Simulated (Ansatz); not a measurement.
Relaxing a structure of WC

The start is a generated cell, WC built in the WC structure type. The cell and all atomic positions are relaxed at zero pressure with PBE (plane waves to 420 eV, PAW, scalar-relativistic; Ansatz, a first-principles code). The first steps use a coarse 9×9×8 k-mesh.

Input geometry:
```yaml
crystal:
  lattice:
    - [2.90650, 0.00000, 0.00000]
    - [-1.45325, 2.51710, 0.00000]
    - [0.00000, 0.00000, 2.83660]
  atoms:
    - { symbol: W, position: [0.00000, 0.00000, 0.00000] }
    - { symbol: C, position: [0.66667, 0.33333, 0.50000] }
```

```yaml
initial_pressure: "+6 GPa (positive: the cell is compressed)"
outcome: The space group stays P-6m2 (No. 187) (the run could not lower it); the end is AFLOW prototype AB_hP2_187_d_a (B_h, as in WC), with 2 atoms in the primitive cell
energy_released: under 0.01 eV/atom
volume_change: +1.4 %, from 10.38 to 10.52 Å³/atom
Shortest distances (start → end): "The closest pairs of elements (up to four, under 3.6 Å), start → end: C–W 2.20 → 2.21 Å; C–C 2.84 → 2.85 Å; W–W 2.84 → 2.85 Å"
band_gap_at_the_end: zero (metallic)
optimiser_moves: 6
```

Final structure:

Space group P-6m2 (No. 187); a = b = 2.922 Å, c = 2.847 Å, α = β = 90.00°, γ = 120.00°

```
atom  site  symmetry       x       y       z
----  ----  --------  ------  ------  ------
W       1a      -6m2  0.0000  0.0000  0.0000
C       1f      -6m2  0.6667  0.3333  0.5000
```

Final values are on a 18×18×16 k-mesh of the relaxed cell. No spin polarisation in the result.

The run could not lose the symmetry of its start.

All atoms sit on sites fixed by symmetry, so only the cell could relax.
